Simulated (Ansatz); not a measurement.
Band structure of ScPd

```
Sc Pd
1.0
     3.28300    0.00000    0.00000
     0.00000    3.28300    0.00000
     0.00000    0.00000    3.28300
Sc Pd
1 1
Direct
  0.50000 0.50000 0.50000
  0.00000 0.00000 0.00000
```

Atom numbers follow the list: Sc1, Pd2.

The cell is COD entry 1523179, as deposited and not checked against the literature; nothing was relaxed.

Spin polarisation is left out, and whether a magnetic state lies lower isn't shown here.

Theory: DFT, PBEsol, all-electron LAPW, scalar-relativistic (Ansatz 0.2.0).

Numerical set-up: a Γ-centred 12×12×12 k mesh, Fermi–Dirac smearing of 0.05 eV, basis error target 0.25 meV/atom, no spin polarisation.

Points in fractions of the reciprocal vectors of this cell: Γ (0, 0, 0), X (0, 0.5, 0), M (0.5, 0.5, 0), R (0.5, 0.5, 0.5). The path joins them by straight lines in the order Γ–X–M–Γ–R–X–R–M; legs that retrace an earlier one aren't tabulated. Energies are in eV from the Fermi level.

Question: Metal or insulator at this level of theory?

Answer: No gap opens: metallic or semimetallic.

Question: Tabulate bands 19 to 25, counted from the lowest band of the run, along the path.

Answer: 
```json
{"k (1/Å)": "0.00", "point": "Γ", "band 19": "-4.70", "band 20": "-2.85", "band 21": "-2.85", "band 22": "-2.85", "band 23": "1.17", "band 24": "1.17", "band 25": "3.28"}
{"k (1/Å)": "0.14", "point": "", "band 19": "-4.65", "band 20": "-2.86", "band 21": "-2.86", "band 22": "-2.84", "band 23": "1.12", "band 24": "1.19", "band 25": "3.12"}
{"k (1/Å)": "0.27", "point": "", "band 19": "-4.51", "band 20": "-2.91", "band 21": "-2.91", "band 22": "-2.80", "band 23": "0.98", "band 24": "1.20", "band 25": "2.75"}
{"k (1/Å)": "0.41", "point": "", "band 19": "-4.29", "band 20": "-2.97", "band 21": "-2.97", "band 22": "-2.75", "band 23": "0.76", "band 24": "1.15", "band 25": "2.31"}
{"k (1/Å)": "0.55", "point": "", "band 19": "-4.02", "band 20": "-3.03", "band 21": "-3.03", "band 22": "-2.68", "band 23": "0.51", "band 24": "0.88", "band 25": "1.91"}
{"k (1/Å)": "0.68", "point": "", "band 19": "-3.68", "band 20": "-3.09", "band 21": "-3.09", "band 22": "-2.63", "band 23": "0.26", "band 24": "0.32", "band 25": "1.60"}
{"k (1/Å)": "0.82", "point": "", "band 19": "-3.28", "band 20": "-3.13", "band 21": "-3.13", "band 22": "-2.59", "band 23": "-0.36", "band 24": "0.09", "band 25": "1.40"}
{"k (1/Å)": "0.96", "point": "X", "band 19": "-3.14", "band 20": "-3.14", "band 21": "-3.04", "band 22": "-2.57", "band 23": "-0.71", "band 24": "0.02", "band 25": "1.33"}
{"k (1/Å)": "1.09", "point": "", "band 19": "-3.49", "band 20": "-3.17", "band 21": "-2.66", "band 22": "-2.64", "band 23": "-0.74", "band 24": "0.12", "band 25": "1.37"}
{"k (1/Å)": "1.23", "point": "", "band 19": "-3.81", "band 20": "-3.24", "band 21": "-2.83", "band 22": "-2.16", "band 23": "-0.82", "band 24": "0.39", "band 25": "1.46"}
{"k (1/Å)": "1.37", "point": "", "band 19": "-3.49", "band 20": "-3.34", "band 21": "-3.06", "band 22": "-1.58", "band 23": "-0.89", "band 24": "0.76", "band 25": "1.51"}
{"k (1/Å)": "1.50", "point": "", "band 19": "-3.45", "band 20": "-3.29", "band 21": "-3.02", "band 22": "-0.93", "band 23": "-0.92", "band 24": "1.15", "band 25": "1.44"}
{"k (1/Å)": "1.64", "point": "", "band 19": "-3.55", "band 20": "-3.47", "band 21": "-2.51", "band 22": "-0.88", "band 23": "-0.26", "band 24": "1.21", "band 25": "1.47"}
{"k (1/Å)": "1.78", "point": "", "band 19": "-3.61", "band 20": "-3.59", "band 21": "-2.11", "band 22": "-0.71", "band 23": "0.34", "band 24": "0.84", "band 25": "1.64"}
{"k (1/Å)": "1.91", "point": "M", "band 19": "-3.63", "band 20": "-3.63", "band 21": "-1.97", "band 22": "-0.55", "band 23": "0.61", "band 24": "0.61", "band 25": "1.66"}
{"k (1/Å)": "2.11", "point": "", "band 19": "-3.60", "band 20": "-3.55", "band 21": "-2.22", "band 22": "-0.98", "band 23": "0.50", "band 24": "0.76", "band 25": "1.63"}
{"k (1/Å)": "2.30", "point": "", "band 19": "-3.49", "band 20": "-3.31", "band 21": "-2.78", "band 22": "-1.99", "band 23": "0.48", "band 24": "0.99", "band 25": "1.43"}
{"k (1/Å)": "2.49", "point": "", "band 19": "-3.39", "band 20": "-3.33", "band 21": "-3.02", "band 22": "-2.87", "band 23": "0.67", "band 24": "1.11", "band 25": "1.23"}
{"k (1/Å)": "2.69", "point": "", "band 19": "-3.93", "band 20": "-3.16", "band 21": "-3.09", "band 22": "-2.82", "band 23": "0.87", "band 24": "1.15", "band 25": "1.48"}
{"k (1/Å)": "2.88", "point": "", "band 19": "-4.35", "band 20": "-3.00", "band 21": "-2.98", "band 22": "-2.77", "band 23": "0.98", "band 24": "1.16", "band 25": "2.22"}
{"k (1/Å)": "3.07", "point": "", "band 19": "-4.61", "band 20": "-2.89", "band 21": "-2.88", "band 22": "-2.82", "band 23": "1.11", "band 24": "1.17", "band 25": "2.97"}
{"k (1/Å)": "3.27", "point": "Γ", "band 19": "-4.70", "band 20": "-2.85", "band 21": "-2.85", "band 22": "-2.85", "band 23": "1.17", "band 24": "1.17", "band 25": "3.28"}
{"k (1/Å)": "3.50", "point": "", "band 19": "-4.58", "band 20": "-2.91", "band 21": "-2.91", "band 22": "-2.80", "band 23": "1.13", "band 24": "1.13", "band 25": "2.70"}
{"k (1/Å)": "3.74", "point": "", "band 19": "-4.26", "band 20": "-3.08", "band 21": "-3.08", "band 22": "-2.81", "band 23": "1.09", "band 24": "1.09", "band 25": "1.88"}
{"k (1/Å)": "3.98", "point": "", "band 19": "-3.82", "band 20": "-3.33", "band 21": "-3.33", "band 22": "-3.09", "band 23": "1.12", "band 24": "1.12", "band 25": "1.89"}
{"k (1/Å)": "4.21", "point": "", "band 19": "-3.64", "band 20": "-3.29", "band 21": "-3.29", "band 22": "-3.06", "band 23": "0.80", "band 24": "0.80", "band 25": "2.25"}
{"k (1/Å)": "4.45", "point": "", "band 19": "-3.83", "band 20": "-2.81", "band 21": "-2.81", "band 22": "-2.16", "band 23": "0.09", "band 24": "0.09", "band 25": "2.83"}
{"k (1/Å)": "4.69", "point": "", "band 19": "-3.95", "band 20": "-2.29", "band 21": "-2.29", "band 22": "-1.41", "band 23": "-0.67", "band 24": "-0.67", "band 25": "3.43"}
{"k (1/Å)": "4.92", "point": "R", "band 19": "-3.98", "band 20": "-1.93", "band 21": "-1.93", "band 22": "-1.13", "band 23": "-1.13", "band 24": "-1.13", "band 25": "3.68"}
{"k (1/Å)": "5.12", "point": "", "band 19": "-3.95", "band 20": "-2.30", "band 21": "-2.12", "band 22": "-1.14", "band 23": "-1.03", "band 24": "-0.72", "band 25": "3.44"}
{"k (1/Å)": "5.31", "point": "", "band 19": "-3.85", "band 20": "-2.82", "band 21": "-2.60", "band 22": "-1.12", "band 23": "-0.84", "band 24": "-0.08", "band 25": "2.86"}
{"k (1/Å)": "5.50", "point": "", "band 19": "-3.68", "band 20": "-3.26", "band 21": "-3.16", "band 22": "-1.06", "band 23": "-0.82", "band 24": "0.50", "band 25": "2.13"}
{"k (1/Å)": "5.70", "point": "", "band 19": "-3.63", "band 20": "-3.59", "band 21": "-3.34", "band 22": "-1.17", "band 23": "-0.97", "band 24": "0.93", "band 25": "1.39"}
{"k (1/Å)": "5.89", "point": "", "band 19": "-3.81", "band 20": "-3.42", "band 21": "-3.02", "band 22": "-1.78", "band 23": "-0.87", "band 24": "0.71", "band 25": "1.18"}
{"k (1/Å)": "6.08", "point": "", "band 19": "-3.61", "band 20": "-3.23", "band 21": "-2.71", "band 22": "-2.46", "band 23": "-0.77", "band 24": "0.21", "band 25": "1.30"}
{"k (1/Å)": "6.28", "point": "X", "band 19": "-3.14", "band 20": "-3.14", "band 21": "-3.04", "band 22": "-2.57", "band 23": "-0.71", "band 24": "0.02", "band 25": "1.33"}
{"k (1/Å)": "7.63", "point": "R", "band 19": "-3.98", "band 20": "-1.93", "band 21": "-1.93", "band 22": "-1.13", "band 23": "-1.13", "band 24": "-1.13", "band 25": "3.68"}
{"k (1/Å)": "7.77", "point": "", "band 19": "-3.97", "band 20": "-2.23", "band 21": "-1.93", "band 22": "-1.08", "band 23": "-1.08", "band 24": "-0.96", "band 25": "3.52"}
{"k (1/Å)": "7.90", "point": "", "band 19": "-3.92", "band 20": "-2.79", "band 21": "-1.94", "band 22": "-0.91", "band 23": "-0.91", "band 24": "-0.75", "band 25": "3.12"}
{"k (1/Å)": "8.04", "point": "", "band 19": "-3.85", "band 20": "-3.38", "band 21": "-1.94", "band 22": "-0.64", "band 23": "-0.64", "band 24": "-0.62", "band 25": "2.66"}
{"k (1/Å)": "8.18", "point": "", "band 19": "-3.78", "band 20": "-3.78", "band 21": "-1.95", "band 22": "-0.57", "band 23": "-0.29", "band 24": "-0.29", "band 25": "2.24"}
{"k (1/Å)": "8.31", "point": "", "band 19": "-3.71", "band 20": "-3.71", "band 21": "-1.96", "band 22": "-0.55", "band 23": "0.10", "band 24": "0.10", "band 25": "1.92"}
{"k (1/Å)": "8.45", "point": "", "band 19": "-3.65", "band 20": "-3.65", "band 21": "-1.96", "band 22": "-0.55", "band 23": "0.45", "band 24": "0.45", "band 25": "1.72"}
{"k (1/Å)": "8.59", "point": "M", "band 19": "-3.63", "band 20": "-3.63", "band 21": "-1.97", "band 22": "-0.55", "band 23": "0.61", "band 24": "0.61", "band 25": "1.66"}
```
